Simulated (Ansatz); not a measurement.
Here is the system:

NbTc:
```cif
data_NbTc
_chemical_formula_sum 'Nb1 Tc1'
_space_group_name_H-M_alt 'P 1'
_space_group_IT_number 1
_cell_length_a 2.79809
_cell_length_b 2.79809
_cell_length_c 4.37517
_cell_angle_alpha 90.000
_cell_angle_beta 90.000
_cell_angle_gamma 110.970
loop_
_space_group_symop_operation_xyz
  'x, y, z'
loop_
_atom_site_label
_atom_site_type_symbol
_atom_site_fract_x
_atom_site_fract_y
_atom_site_fract_z
_atom_site_occupancy
Nb1 Nb 0.00000 0.00000 0.00000 1
Tc1 Tc 0.50000 0.50000 0.50000 1
```

This is the r²SCAN-relaxed structure.

Q: All from r²SCAN (plane waves, PAW; program Ansatz), unless another level is named. Predict the density of states at the Fermi level.

A: 0.71 states/eV per atom (mean over ±0.08 eV).

Q: Next, the formation energy from the elements (no fitted shifts)?

A: -0.19 eV/atom.

Space group Cmmm. The workflow started from a Materials Project entry (that database holds measured and hypothetical structures alike); the Crystallography Open Database copy checked does not list it. With Nb and Tc taken as one species the cell has the higher symmetry Im-3m, so it may be an ordered model of a mixed-site phase. Whether it is the stable phase at ambient conditions was not checked. The r²SCAN relaxation kept the symmetry of its start; its stability against distortions is not shown here. No spin polarisation was allowed. The references are the lowest solids computed at this level, not always the standard phases. Scalar-relativistic: spin–orbit coupling is off unless named, which matters more the heavier the elements.

Potentials: the later of the program's two PAW sets.
